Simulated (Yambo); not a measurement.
A G0W0@PBEsol run in Yambo for AgI (space group P4/nmm, No. 129) (2×2×2 Γ-centred k mesh, bands 9 to 194 and a 7 Ry block in the screening, 194 bands in G with the Bruneval-Gonze terminator, plasmon pole fitted at 27.2 eV) gives these matrix elements, in eV, at the band edges (Γ → Γ):

```tsv
state	E0	<Vxc>	<Σx>	<Σc(E0)>	Z
valence edge	0.000	-15.592	-18.853	2.500	0.793
conduction edge	1.111	-9.854	-5.668	-3.782	0.814
```

Problem. Solve the linearised quasiparticle equation for both states, give the gap, and say how exchange and correlation each act on it.

Solution. E = E0 + Z(Σx + Σc − Vxc). Valence: 0.000 + 0.793 × (-18.853 + (2.500) − (-15.592)) = -0.60 eV. Conduction: 1.111 + 0.814 × (-5.668 + (-3.782) − (-9.854)) = 1.44 eV. The gap is 2.04 eV, against 1.11 eV in PBEsol. Replacing Vxc by bare exchange alone would open it by 7.45 eV; correlation takes back 6.28 eV of that, and Z scales what is left. Nearest settings tried, and what they do to the gap: 125 bands in G: +4 meV; 125 bands in W, 125 bands in G: +20 meV; 6 Ry block (221 vectors against 255): -13 meV; 2×2×1 mesh: -243 meV. So the settings aren't converged at that level. The k mesh is coarse. Without spin-orbit coupling, band edges of such heavy elements can be off by tenths of an eV.

Geometry relaxed with PBE+D3(BJ); primitive cell a = 4.3924 Å, b = 4.3924 Å, c = 6.2191 Å, α = 90.00°, β = 90.00°, γ = 90.00°.

This is not the ordinary phase of the substance; no match was found in the copy of COD used, and its stability was not checked.
